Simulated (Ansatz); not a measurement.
Relaxed SiC (zinc blende):

```
CELL_PARAMETERS angstrom
      0.00000     4.37975     4.37975
      2.18988     0.00000     2.18988
      2.18988     2.18988     0.00000
ATOMIC_POSITIONS crystal
  C  0.37500 0.75000 0.75000
  C  0.87500 0.75000 0.75000
  Si 0.00000 0.00000 0.00000
  Si 0.50000 0.00000 0.00000
```

A phonon eigenvector at L = (0.5, 0.0, 0.0) is frozen into this cell: atom i moves by Q times the vector below, so Q is the largest atomic displacement, in Å. The cell is held. (q is in reciprocal vectors of the primitive cell; the cell shown is doubled to hold the pattern.)

| atom | x | y | z |
|---|---|---|---|
| C1 | 0.577 | -0.577 | -0.577 |
| C2 | -0.577 | 0.577 | 0.577 |
| Si3 | 0.009 | -0.009 | -0.009 |
| Si4 | -0.009 | 0.009 | 0.009 |

Method: PBE (plane waves to 420 eV, PAW, scalar-relativistic; Ansatz, an electronic-structure program). k mesh 13×13×13 (Γ-centred), Fermi-Dirac smearing 0.05 eV. SiC was relaxed with its symmetry unable to fall.

At one point of the scan the forces (eV/Å) are:

```
atom      Fx      Fy      Fz
----  ------  ------  ------
C1     2.482  -2.482  -2.482
C2    -4.021   4.021   4.021
Si3    0.637  -0.637  -0.637
Si4    0.902  -0.902  -0.902
```

Question: Which point is it?
A. Q = -0.140 Å
B. Q = -0.233 Å
C. Q = -0.047 Å
D. Q = -0.187 Å

Answer: D, Q = -0.187 Å

(A displaced cell: forces are minus the slopes of the energy, force constants its curvatures, and phonons follow from these.)
